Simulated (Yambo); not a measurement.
Yambo run on AlP (zinc blende, space group F-43m, No. 216). The wavefunctions are norm-conserving PBEsol (Quantum ESPRESSO, 44 Ry, no spin-orbit coupling) ones on a 4×4×4 mesh (4 occupied bands); a = 3.8677 Å, b = 3.8677 Å, c = 3.8677 Å, α = 60.00°, β = 60.00°, γ = 60.00°.

Yambo input:

```
rim_cut
HF_and_locXC
RandQpts= 1000000
RandGvec= 1 Ry
EXXRLvcs= 44 Ry
VXCRLvcs= 176 Ry
% QPkrange
 1 | 1 | 4 | 5 |
 3 | 3 | 4 | 5 |
 7 | 7 | 4 | 5 |
 8 | 8 | 4 | 5 |
%
```

k points by index: 1 = Γ, 3 = L, 7 = X, 8 = W.

Table of the .hf output:

```
#    K-point    Band    Eo [eV]    Ehf [eV]    Vxc [eV]    Vnlxc [eV]
#
    1    4    0.000000    -2.265239    -11.78204    -14.04728
    1    5    3.128636    7.645547    -10.08788    -5.570974
    3    4    -0.765821    -3.329110    -11.48042    -14.04371
    3    5    2.698806    6.926829    -9.608592    -5.380569
    7    4    -2.115418    -5.182464    -10.88740    -13.95445
    7    5    1.445723    5.276376    -8.395358    -4.564705
    8    4    -2.848431    -5.821867    -10.17746    -13.15090
    8    5    4.215000    8.479698    -9.514739    -5.250041
```
Exchange alone, without screening.

Geometry relaxed with PBEsol.
